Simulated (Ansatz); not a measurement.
# Data sheet: CuI (DFT)

CuI:
```
CuI
1.0
    4.13091     0.00000     0.00000
   -2.06546     3.57748     0.00000
    0.00000     0.00000     6.81136
Cu I
2 2
Direct
  0.66667   0.33333   0.87361
  0.33333   0.66667   0.37361
  0.66667   0.33333   0.50139
  0.33333   0.66667   0.00139
```

Space group P6_3mc (No. 186), wurtzite; conventional cell a = b = 4.131 Å, c = 6.811 Å, α = β = 90.00°, γ = 120.00°.

Method: plane-wave PAW LDA (Ansatz code). The cell and atoms are relaxed at this level. Other levels are named where they apply.

**Cell and energy**

```
Item                                                          Result
-----------------------------------------------------  -------------
Volume per atom                                             25.16 Å³
Density                                                   6.28 g/cm³
Formation energy from the elements (no fitted shifts)  -0.11 eV/atom
```

**Electronic structure**

```
Property                                                                      Result
--------------------------------------------  --------------------------------------
Band gap                                                            1.27 eV (direct)
Valence-band maximum                                                            at Γ
Conduction-band minimum                                                         at Γ
Electron effective mass                       0.13, 0.15, 0.15 mₑ (principal values)
Hole effective mass, band 1 of 2 at the edge           1.4 along x, 1.3 along z (mₑ)
Hole effective mass, band 2 of 2 at the edge          0.17 along x, 1.3 along z (mₑ)
```

**Dielectric response**

```
Property                                                                     Result
--------------------------------------------------------  -------------------------
Electronic dielectric constant ε∞ (DFPT)                  6.62 (xx = yy), 6.78 (zz)
Static dielectric constant ε0 (ions relaxed, cell fixed)  7.33 (xx = yy), 7.59 (zz)
Born charges (a third of the trace)                             Cu +0.90, I -0.90 e
```

**Phonons**

```
Item                                                                      Result
--------------------------------------------------  ----------------------------
Highest zone-centre frequency (without LO–TO term)                      164 cm⁻¹
Zone-centre stability                                     no imaginary mode at Γ
Dynamical stability on the path                     stable (no imaginary branch)
Zero-point energy                                                  21.6 meV/atom
Vibrational entropy at 300 K                             43.2 J/(K·mol of atoms)
```

The first step of the workflow began from a Materials Project structure, measured or hypothetical; the Crystallography Open Database files this formula in space group No. 186, but the cells were not matched. It is not the phase usual at ambient conditions (space group No. 216). Symmetry was held in the LDA relaxation. No spin polarisation was allowed. The references are the lowest solids computed at this level, not always the standard phases. Scalar-relativistic: spin–orbit coupling is off unless named, which matters more the heavier the elements.

Potentials: the later of the program's two PAW sets.
